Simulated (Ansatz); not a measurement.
A 2-atom cell of BN started from a crystallographic database, relaxed with r2SCAN, was run in the plane-wave code Ansatz under altered settings. All numbers are computed, without spin polarisation but where a row says otherwise.

```
CELL_PARAMETERS angstrom
0.00000 1.80482 1.80482
1.80482 0.00000 1.80482
1.80482 1.80482 0.00000
ATOMIC_POSITIONS crystal
B 0.00000 0.00000 0.00000
N 0.25000 0.25000 0.25000
```

The base run's other keys:
```yaml
kpoints:
  mp_grid: { grid: [6, 6, 6] }
hamiltonian:
  xc: hse06
scf:
  occupations: { method: fixed }
  n_extra_bands: 4
```

It takes 11 iterations with 259 plane waves at 420 eV and 16 k points, and leaves a mean stress of -4.37 GPa. The gap over this mesh is 5.795 eV. It ran on 4 threads of Arm Neoverse N1, on a shared host.

Outcomes, with energy and stress as changes against the base:
```tsv
setting	outcome	ΔF (meV/atom)	Δ mean stress (GPa)	gap on the mesh (eV)	iterations	wall time
PBE hybrid, exx coeff 0.2, omega 0.5 1/Å	converged	–	+2.9	5.043	9	4.1 s
PBE hybrid, exx coeff 1.0, omega 0.5 1/Å	converged	–	-19.8	7.475	18	4.5 s
PBE hybrid, exx coeff 1.0, unscreened	converged	–	-24.1	13.152	18	4.3 s
PBE hybrid, exx coeff 0.4, omega 0.3 1/Å	converged	–	-4.7	6.227	11	4.5 s
scf.mixing.preconditioner: none	converged	0.0	0.0	5.795	11	3.6 s
```
A dash marks a value that wasn't obtained or can't be compared. Stress is positive in compression. The base took 4 s.

- PBE hybrid, exx coeff 0.2, omega 0.5 1/Å. That is 20 % exact exchange, screened with ω = 0.5 1/Å, against HSE06's 25 % screened at 0.208 1/Å. The mean stress moves by +2.9 GPa and the gap on the mesh by -0.753 eV (to 5.043). Totals of different functionals aren't comparable.
- PBE hybrid, exx coeff 1.0, omega 0.5 1/Å. That is 100 % exact exchange, screened with ω = 0.5 1/Å, against HSE06's 25 % screened at 0.208 1/Å. The mean stress moves by -19.8 GPa and the gap on the mesh by +1.680 eV (to 7.475). Totals of different functionals aren't comparable.
- PBE hybrid, exx coeff 1.0, unscreened. That is 100 % exact exchange, at all ranges, against HSE06's 25 % screened at 0.208 1/Å. The mean stress moves by -24.1 GPa and the gap on the mesh by +7.356 eV (to 13.152). Totals of different functionals aren't comparable.
- PBE hybrid, exx coeff 0.4, omega 0.3 1/Å. That is 40 % exact exchange, screened with ω = 0.3 1/Å, against HSE06's 25 % screened at 0.208 1/Å. The mean stress moves by -4.7 GPa and the gap on the mesh by +0.432 eV (to 6.227). Totals of different functionals aren't comparable.

Within 1 meV an atom, 0.1 GPa and 0.005 eV of the base stay: scf.mixing.preconditioner: none.

The stress of a hybrid is loosely converged in these runs.

The meshes of the hybrids are coarse, so their gaps aren't converged to the digits shown.
